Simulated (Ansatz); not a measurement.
Hg2WO4 in space group C2/c (No. 15; Hg on 8f, W on 4e, O on 8f, O on 8f), plane-wave PAW r²SCAN+D4 (Ansatz code), all energies at zero smearing, with the estimated change up to a 700 eV cutoff added, with one set of potentials and settings (totals compare only within such a set). Cell of 14 atoms (4 Hg, 2 W, 8 O): -80655.970 eV.

| element | reference phase | E (eV/atom) |
|---|---|---|
| Hg | I4/mmm, 1 atoms in the cell | -13827.9700 |
| W | Im-3m, 1 atoms in the cell | -10397.5157 |
| O | C2/m, 4 atoms in the cell, spin-polarised | -566.0549 |

Formation energy per atom, worked out: (-80655.970 − 4×(-13827.9700) − 2×(-10397.5157) − 8×(-566.0549))/14 = -1.473 eV/atom (-142 kJ per mol of atoms), at 0 K, without zero-point energy or fitted corrections.

The first step of the workflow began from a Materials Project structure, measured or hypothetical; the Crystallography Open Database copy checked does not list it. Its standing as an ambient phase is unchecked. The cell was relaxed with r²SCAN+D4 under the symmetry of its start; whether a distortion lowers the energy is not shown. The run is not spin-polarised. No Hubbard U is applied. The references are the lowest solids computed at this level, not always the standard phases (solids in place of the gases). Scalar-relativistic: spin–orbit coupling is off unless named, which matters more the heavier the elements.

Potentials: the later of the program's two PAW sets.
